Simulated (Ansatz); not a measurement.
LaAgO2:
```xyz
4
Lattice="1.9099 1.1027 6.1530 -1.9099 1.1027 6.1530 0.0000 -2.2054 6.1530" Properties=species:S:1:pos:R:3 pbc="T T T"
La     0.0000     0.0000     9.2295
Ag     0.0000     0.0000     0.0000
O      0.0000     0.0000     2.0387
O      0.0000     0.0000    16.4204
```

Relaxed with r²SCAN.

Map the electron localisation function on the plane through (0.500, 0.500, 0.500) spanned by u = [1, 0, 0] and v = [-1, 1, 1] in lattice vectors, from the program Ansatz at the r²SCAN level (PAW).

x is the fraction of u, y of v (the angle between them is 55°; rows are the nearest grid lines); atoms in the plane: La at (0.00, 0.00), Ag at (0.00, 0.50), O at (0.22, 0.61), O at (0.78, 0.39).
```
|0038997200000000000000000027998300|
|3136999620000000000000000002699973|
|8668999730000000000000000000279998|
|8999999731000000000000000000002578|
|1123443210000000000000000000000001|
|1111211100000000000000000000000001|
|3578887642100000000000001112111113|
|1479999998742000000000011222222111|
|1268987789874100000000011223333311|
|4214885237997410001233211123455654|
|8642269878999731002467764212467788|
|9864126899999741002578887521257899|
|9987521257888752001479999986214689|
|8877642124677642001379998789622468|
|4565543211123321000147997325884124|
|1133333221100000000014789877898621|
|1112222221100000000002478999999741|
|3111112111000000000000012467888753|
|1000000000000000000000000011121111|
|1000000000000000000000000123443211|
|8752000000000000000000001379999998|
|8999720000000000000000000379998668|
|3799962000000000000000000269996313|
|0038997200000000000000000027998300|
```
Scale: ten equal steps from 0.001 (start of '0') to 0.872 (end of '9'), in the order '0123456789'; x runs from 0.000 to 1.00, y from 0.000 (bottom) to 1.00 (top).

The density is the valence pseudo-density with augmentation charge, so density and ELF within about 1 Å of a nucleus are not all-electron values.

Space group R-3m. The first step of the workflow began from a Materials Project structure, measured or hypothetical; the Crystallography Open Database copy checked does not list it. Whether it is the stable phase at ambient conditions was not checked. The r²SCAN relaxation kept the symmetry of its start; whether a distortion lowers the energy is not shown. No spin polarisation was allowed. Scalar-relativistic: spin–orbit coupling is off unless named, which matters more the heavier the elements.

Potentials: the later of the program's two PAW sets.
